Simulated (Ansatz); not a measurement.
KRb2BiF6:
```
CELL_PARAMETERS angstrom
      0.00000     4.63189     4.63189
      4.63189     0.00000     4.63189
      4.63189     4.63189     0.00000
ATOMIC_POSITIONS crystal
  K  0.50000 0.50000 0.50000
  Rb 0.75000 0.75000 0.75000
  Rb 0.25000 0.25000 0.25000
  Bi 0.00000 0.00000 0.00000
  F  0.23929 0.76071 0.76071
  F  0.76071 0.23929 0.23929
  F  0.76071 0.23929 0.76071
  F  0.23929 0.76071 0.23929
  F  0.76071 0.76071 0.23929
  F  0.23929 0.23929 0.76071
```

Cartesian axes are those of the cell as given.

Q: Give the high-frequency dielectric tensor and the Born effective charge tensors of the independent atoms from DFPT, DFT-LDA in the program Ansatz with PAW potentials.

A: 
ε∞:
```
2.33  0.00  0.00
0.00  2.33  0.00
0.00  0.00  2.33
```
Z* of atom 1 (K), rows: field, columns: displacement, in e:
```
1.29  0.00  0.00
0.00  1.29  0.00
0.00  0.00  1.29
```
Z* of atom 2 (Rb), rows: field, columns: displacement, in e:
```
1.23  0.00  0.00
0.00  1.23  0.00
0.00  0.00  1.23
```
Z* of atom 4 (Bi), rows: field, columns: displacement, in e:
```
3.56  0.00  0.00
0.00  3.56  0.00
0.00  0.00  3.56
```
Z* of atom 5 (F), rows: field, columns: displacement, in e:
```
-2.16   0.00   0.00
 0.00  -0.75   0.00
 0.00   0.00  -0.75
```

Space group Fm-3m. The workflow started from a Materials Project entry (that database holds measured and hypothetical structures alike); the Crystallography Open Database files this formula in space group No. 225, but the cells were not matched. Whether it is the stable phase at ambient conditions was not checked. The cell was relaxed with LDA under the symmetry of its start. At this level the phase is dynamically unstable (imaginary phonons). Spin–orbit coupling is left out wherever it is not named.

Potentials: the later of the program's two PAW sets.
